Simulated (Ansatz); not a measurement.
Space group Fm-3m (No. 225). a = 4.443 Å, b = 4.443 Å, c = 4.443 Å, α = 90.00°, β = 90.00°, γ = 90.00°
```csv
atom,site,symmetry,x,y,z
H,4a,m-3m,0.0000,0.0000,0.0000
Cl,4b,m-3m,0.5000,0.0000,0.0000
```

Equation of state of this HCl structure (not necessarily the ground state), with shape and atoms relaxed at each volume where symmetry leaves them free. It has no gap at any of these volumes. All numbers below come from DFT PBEsol, scalar-relativistic, plane waves, PAW in Ansatz.

Plane waves to 420 eV, a k mesh through Γ of 16×16×16 on the computed 2-atom cell and Gaussian smearing (0.10 eV); no spin polarisation.

```tsv
V (Å³/atom)	E − E(largest V) (meV/atom)	P (GPa)
10.307	1.62	4.71
10.636	-5.37	2.17
10.965	-7.51	-0.01
11.294	-5.51	-1.86
11.623	0.00	-3.42
```

Problem. Fit a third-order Birch–Murnaghan equation to E(V).

Solution. V0 = 10.96 Å³/atom, B0 = 67 GPa, B0' = 4.4.

Cost: 5 runs of about 0.21 core-minutes in all, on Arm Neoverse V2 (shared hosts).